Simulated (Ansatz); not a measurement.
Starting cell, BaTiO3 (cubic perovskite):

```yaml
crystal:
  lattice:
    - [3.99442, 0.00000, 0.00000]
    - [0.00000, 3.99442, 0.00000]
    - [0.00000, 0.00000, 3.99442]
  atoms:
    - { symbol: Ba, position: [0.00000, 0.00000, 0.00000] }
    - { symbol: Ti, position: [0.50000, 0.50000, 0.50000] }
    - { symbol: O, position: [0.00000, 0.50000, 0.50000] }
    - { symbol: O, position: [0.50000, 0.50000, 0.00000] }
    - { symbol: O, position: [0.50000, 0.00000, 0.50000] }
```

Scan: atom 5 (O, nearest neighbour Ti at 1.997 Å; its periodic images, 4.0 Å or more away, move with it) is displaced along Cartesian z, direction (0.000, 0.000, 1.000) in Cartesian axes, by s. The other atoms stay.

These are r2SCAN (plane waves to 500 eV, PAW, scalar-relativistic; Ansatz, a program for electronic structure) values and carry that method's errors. k mesh 7×7×7 (Γ-centred), Fermi-Dirac smearing 0.05 eV. E stands for the smeared free energy. BaTiO3 is run without spin polarisation. BaTiO3 was relaxed with its symmetry unable to fall. The PAW data are Ansatz's earlier set. This is a high-temperature form of BaTiO3. ΔE is measured from the undisplaced structure.

```csv
s (Å),ΔE (meV/cell)
-0.200,withheld
-0.160,75.7
-0.120,42.4
-0.080,18.8
-0.040,4.7
0.000,0.0
0.040,4.7
0.080,18.8
0.120,42.4
0.160,75.7
0.200,withheld
```

Fit an even polynomial form (powers 2, 4) to the given rows and predict ΔE at s = -0.200.

Least squares on the 9 given rows: ΔE = (2930)·s² + (1070)·s⁴, in meV/cell with s in Å; root-mean-square residual 0.01 meV/cell. At -0.200 the fit gives 118.9 meV/cell; the calculation gives 118.9 meV/cell, the same to the digits shown. The quadratic term alone would give 117.2 meV/cell.

(A displaced cell: forces are minus the slopes of the energy, force constants its curvatures, and phonons follow from these.)
